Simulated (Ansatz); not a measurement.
TaP:
Space group P-6m2 (No. 187); a = 3.282 Å, b = 3.282 Å, c = 3.317 Å, α = 90.00°, β = 90.00°, γ = 120.00°

```tsv
atom	site	symmetry	x	y	z
Ta	1e	-6m2	0.6667	0.3333	0.0000
P	1b	-6m2	0.0000	0.0000	0.5000
```

Relaxed with PBEsol.

### Question
Which orbitals make up the states near the Fermi level in plane-wave PAW PBEsol (Ansatz code)?

### Answer
Within 0.5 eV of the Fermi level: Ta 5d 87 %, P 3p 7 %. Projections are on Löwdin-orthogonalised atomic valence shells; empty p or d shells of many metals are not among them.

### Question
Tabulate the density of states.

### Answer
States/eV per cell of 2 atoms, in 0.25 eV bins, energy from the Fermi level.

| E (eV) | total | Ta 5d | P 3p | Ta 6s |
|---|---|---|---|---|
| -7.85 | 0.01 | 0.00 | 0.00 | 0.00 |
| -7.60 | 0.04 | 0.01 | 0.02 | 0.01 |
| -7.35 | 0.06 | 0.01 | 0.03 | 0.01 |
| -7.10 | 0.08 | 0.01 | 0.05 | 0.02 |
| -6.85 | 0.13 | 0.02 | 0.07 | 0.02 |
| -6.60 | 0.44 | 0.09 | 0.25 | 0.06 |
| -6.35 | 0.71 | 0.17 | 0.40 | 0.09 |
| -6.10 | 0.98 | 0.27 | 0.54 | 0.11 |
| -5.85 | 1.38 | 0.44 | 0.74 | 0.12 |
| -5.60 | 1.67 | 0.58 | 0.90 | 0.11 |
| -5.35 | 0.85 | 0.30 | 0.44 | 0.05 |
| -5.10 | 0.68 | 0.24 | 0.36 | 0.03 |
| -4.85 | 0.78 | 0.28 | 0.43 | 0.02 |
| -4.60 | 0.99 | 0.33 | 0.57 | 0.03 |
| -4.35 | 1.07 | 0.35 | 0.63 | 0.03 |
| -4.10 | 1.33 | 0.45 | 0.77 | 0.03 |
| -3.85 | 1.29 | 0.52 | 0.68 | 0.03 |
| -3.60 | 1.17 | 0.51 | 0.59 | 0.03 |
| -3.35 | 1.27 | 0.56 | 0.64 | 0.03 |
| -3.10 | 2.00 | 0.82 | 1.09 | 0.03 |
| -2.85 | 1.80 | 0.71 | 1.00 | 0.02 |
| -2.60 | 1.41 | 0.69 | 0.65 | 0.02 |
| -2.35 | 1.26 | 0.68 | 0.52 | 0.01 |
| -2.10 | 1.13 | 0.63 | 0.46 | 0.01 |
| -1.85 | 1.17 | 0.65 | 0.50 | 0.00 |
| -1.60 | 0.42 | 0.23 | 0.18 | 0.00 |
| -1.35 | 1.04 | 0.69 | 0.25 | 0.06 |
| -1.10 | 2.23 | 1.60 | 0.38 | 0.13 |
| -0.85 | 2.17 | 1.56 | 0.38 | 0.09 |
| -0.60 | 1.59 | 1.15 | 0.25 | 0.06 |
| -0.35 | 0.57 | 0.47 | 0.06 | 0.01 |
| -0.10 | 0.31 | 0.27 | 0.02 | 0.00 |
| 0.15 | 0.23 | 0.21 | 0.01 | 0.00 |
| 0.40 | 0.27 | 0.25 | 0.00 | 0.00 |
| 0.65 | 0.48 | 0.43 | 0.02 | 0.00 |
| 0.90 | 0.76 | 0.67 | 0.05 | 0.01 |
| 1.15 | 0.87 | 0.75 | 0.06 | 0.01 |
| 1.40 | 0.97 | 0.84 | 0.07 | 0.01 |
| 1.65 | 0.84 | 0.70 | 0.08 | 0.00 |
| 1.90 | 0.75 | 0.58 | 0.10 | 0.01 |
| 2.15 | 0.81 | 0.59 | 0.12 | 0.01 |
| 2.40 | 1.07 | 0.71 | 0.17 | 0.04 |
| 2.65 | 1.51 | 0.96 | 0.24 | 0.07 |
| 2.90 | 1.69 | 1.08 | 0.28 | 0.08 |
| 3.15 | 1.69 | 1.12 | 0.24 | 0.09 |
| 3.40 | 1.58 | 1.11 | 0.18 | 0.09 |
| 3.65 | 1.72 | 1.19 | 0.22 | 0.08 |
| 3.90 | 1.53 | 1.04 | 0.21 | 0.06 |
| 4.15 | 2.70 | 1.62 | 0.41 | 0.23 |
| 4.40 | 1.95 | 1.09 | 0.33 | 0.14 |
| 4.65 | 2.07 | 1.10 | 0.39 | 0.15 |
| 4.90 | 1.59 | 0.81 | 0.39 | 0.12 |

The workflow started from a Materials Project entry (that database holds measured and hypothetical structures alike); the Crystallography Open Database copy checked does not list it. COD files the formula under space group No. 141, so this cell is another polymorph or a model. Its standing as an ambient phase is unchecked. The PBEsol relaxation kept the symmetry of its start; of distortions, only those at the zone centre were tested. The run is not spin-polarised. Spin–orbit coupling is left out wherever it is not named.

Potentials: the later of the program's two PAW sets.
